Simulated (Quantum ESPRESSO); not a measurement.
pw.x input (Quantum ESPRESSO 7.5; PBEsol, PseudoDojo standard norm-conserving files, scalar-relativistic):

```
&CONTROL
  calculation = 'scf'
  pseudo_dir = './pseudo'
  outdir = './out'
  tprnfor = .true.
  tstress = .true.
/
&SYSTEM
  ibrav = 0
  nat = 10
  ntyp = 4
  ecutwfc = 84.0
  ecutrho = 336.0
  occupations = 'smearing'
  smearing = 'fd'
  degauss = 0.002
  nbnd = 44
/
&ELECTRONS
  conv_thr = 1e-09
/
ATOMIC_SPECIES
Li 6.9400 Li.upf
F 18.9984 F.upf
Rb 85.4678 Rb.upf
Y 88.9058 Y.upf
CELL_PARAMETERS angstrom
  0.000000000000   4.356625000000   4.356625000000
  4.356625000000   0.000000000000   4.356625000000
  4.356625000000   4.356625000000   0.000000000000
ATOMIC_POSITIONS crystal
Li   0.500000000000   0.500000000000   0.500000000000
F   0.748190000000   0.251810000000   0.251810000000
F   0.251810000000   0.748190000000   0.748190000000
F   0.251810000000   0.748190000000   0.251810000000
F   0.748190000000   0.251810000000   0.748190000000
F   0.251810000000   0.251810000000   0.748190000000
F   0.748190000000   0.748190000000   0.251810000000
Rb   0.750000000000   0.750000000000   0.750000000000
Rb   0.250000000000   0.250000000000   0.250000000000
Y   0.000000000000   0.000000000000   0.000000000000
K_POINTS automatic
6 6 6 0 0 0
```

End of the output:

```
     total energy              =    -500.18419805 Ry
     estimated scf accuracy    <       0.00000081 Ry
     total energy              =    -500.18419818 Ry
     estimated scf accuracy    <       0.00000001 Ry
     total energy              =    -500.18419819 Ry
     estimated scf accuracy    <          7.5E-09 Ry
[...]
     the Fermi energy is     5.9018 ev
!    total energy              =    -500.18419819 Ry
     estimated scf accuracy    <          3.1E-10 Ry
     smearing contrib. (-TS)   =       0.00000000 Ry
     internal energy E=F+TS    =    -500.18419819 Ry
     The total energy is F=E-TS. E is the sum of the following terms:
     one-electron contribution =    -197.49157926 Ry
     hartree contribution      =     134.91060107 Ry
     xc contribution           =    -112.51110550 Ry
     ewald contribution        =    -325.09211450 Ry
     convergence has been achieved in  10 iterations
     Forces acting on atoms (cartesian axes, Ry/au):
     atom    1 type  1   force =     0.00000000   -0.00000000    0.00000000
     atom    2 type  2   force =    -0.01238838    0.00000000    0.00000000
     atom    3 type  2   force =     0.01238838   -0.00000000    0.00000000
     atom    4 type  2   force =     0.00000000   -0.01238838    0.00000000
     atom    5 type  2   force =     0.00000000    0.01238838    0.00000000
     atom    6 type  2   force =     0.00000000    0.00000000   -0.01238838
     atom    7 type  2   force =     0.00000000    0.00000000    0.01238838
     atom    8 type  3   force =     0.00000000    0.00000000    0.00000000
     atom    9 type  3   force =     0.00000000   -0.00000000    0.00000000
     atom   10 type  4   force =    -0.00000000   -0.00000000   -0.00000000
     Total force =     0.030345     Total SCF correction =     0.000018
     Computing stress (Cartesian axis) and pressure
          total   stress  (Ry/bohr**3)                   (kbar)     P=      -33.37
  -0.00022682   0.00000000  -0.00000000          -33.37        0.00       -0.00
   0.00000000  -0.00022682   0.00000000            0.00      -33.37        0.00
  -0.00000000   0.00000000  -0.00022682           -0.00        0.00      -33.37
```
In a gapped system the printed Fermi energy is only some level inside the gap.

Geometry of the Materials Project entry, not relaxed at this level.
